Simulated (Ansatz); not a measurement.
Start of a relaxation, Zn put at a hollow W-W-W site (W, Im-3m (No. 229), (1 1 0) face):

```
W Zn
1.0
     5.47220    0.00000    0.00000
    -1.82407    5.15924    0.00000
     0.00000    0.00000   25.70205
W Zn
16 1
Cartesian
  0.9120 1.2898 8.5000
  0.0000 3.8694 8.5000
  3.6481 1.2898 8.5000
  2.7361 3.8694 8.5000
  1.8241 2.5796 10.7340
  2.7361 0.0000 10.7340
  -0.9120 2.5796 10.7340
  0.0000 0.0000 10.7340
  2.7361 3.8694 12.9801
  3.6481 1.2898 12.9801
  0.0000 3.8694 12.9801
  0.9120 1.2898 12.9801
  0.0000 0.0000 15.1550
  -0.9120 2.5796 15.1550
  2.7361 0.0000 15.1550
  1.8241 2.5796 15.1550
  4.2562 0.8599 17.5750
```

All numbers below come from DFT PBE+D3(BJ), scalar-relativistic, plane waves, PAW (Ansatz). Cutoff 420 eV; k points 6×6×1 on the computed 17-atom cell (Γ-centred); Gaussian smearing, width 0.10 eV; no spin polarisation. The cell repeats along c with a dipole correction in the vacuum.

Atoms 1, 2, 3, 4, 5, 6, 7, 8 (counted from 1) are held. The cell is fixed. Force threshold 0.03 eV/Å.

**Question.** Where does it end?

**Answer.** The energy falls by 0.327 eV in 7 steps, to:

```
W Zn
1.0
     5.47220    0.00000    0.00000
    -1.82407    5.15924    0.00000
     0.00000    0.00000   25.70205
W Zn
16 1
Direct
  0.25000 0.25000 0.33071
  0.25000 0.75000 0.33071
  0.75000 0.25000 0.33071
  0.75000 0.75000 0.33071
  0.50000 0.50000 0.41763
  0.50000 0.00000 0.41763
  0.00000 0.50000 0.41763
  0.00000 0.00000 0.41763
  0.75007 0.74988 0.50482
  0.75015 0.24985 0.50498
  0.25002 0.74998 0.50419
  0.25012 0.24993 0.50482
  0.99548 0.00452 0.59118
  0.00756 0.50762 0.58924
  0.49238 0.99244 0.58924
  0.50477 0.49523 0.59101
  0.75238 0.24762 0.66835
```

The end is the local minimum or symmetric point that this start leads to. The slab is only 6.7 Å thick, so the energy isn't converged with thickness.

Spin–orbit coupling is left out, which can shift energies with elements as heavy as these.

Cost: 1 run of about 7.8 core-minutes, on AMD EPYC 9R45 (Zen 5) (shared hosts).